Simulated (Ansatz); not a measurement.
# CaO: computed property card

CaO:
```yaml
crystal:
  lattice:
    - [0.00000, 2.60643, 2.60643]
    - [2.60643, 0.00000, 2.60643]
    - [2.60643, 2.60643, 0.00000]
  atoms:
    - { symbol: Ca, position: [0.00000, 0.00000, 0.00000] }
    - { symbol: O, position: [0.25000, 0.25000, 0.25000] }
```

Space group F-43m (No. 216), zinc blende; conventional cell a = b = c = 5.2129 Å, α = β = γ = 90.00°.

Method: the program Ansatz at the r²SCAN level (PAW). The cell and atoms are relaxed at this level. Other levels are named where they apply.

**Cell and energy**

```
Property                                                       Value
-----------------------------------------------------  -------------
Volume per atom                                             17.71 Å³
Density                                                   2.63 g/cm³
Formation energy from the elements (no fitted shifts)  -2.95 eV/atom
```

**Electronic structure**

```
Quantity                                               Result
----------------------------------------  -------------------
Band gap                                   3.76 eV (indirect)
Valence-band maximum                                     at W
Conduction-band minimum                                  at Γ
Smallest direct gap on the standard path              4.38 eV
Electron effective mass                   0.43 mₑ (isotropic)
HSE06 gap on the r²SCAN cell                          4.73 eV
```

**Mechanics**

```
Item                                                                                         Result
-----------------------------------------------------------  --------------------------------------
Bulk modulus (Birch–Murnaghan fit)                                                         82.4 GPa
Pressure derivative B′                                                                          4.1
Elastic constants (relaxed ions, GPa)                            C11 = 92.5, C12 = 77.5, C44 = 38.0
Mechanical stability                                         stable (all eigenvalues of C positive)
Hill bulk and shear moduli                                                        82.5 and 20.2 GPa
Young's modulus                                                                            55.9 GPa
Poisson's ratio                                                                                0.39
Debye temperature from the elastic constants                                                  357 K
Piezoelectric stress constants (proper, relaxed ions, C/m²)                  e14 = e25 = e36 = 0.46
```

**Charges**

```
Item                         Value
-------------  -------------------
Bader charges  Ca +1.52, O -1.52 e
```

The start of the workflow was typed in or built on a structure type; neither database checked (COD, Materials Project) lists it. It is not the phase usual at ambient conditions (space group No. 225). The r²SCAN relaxation kept the symmetry of its start; its stability against distortions is not shown here. Signs of piezoelectric constants follow the polarity of the cell as given. The references are the lowest solids computed at this level, not always the standard phases (solids in place of the gases).

Potentials: the later of the program's two PAW sets.
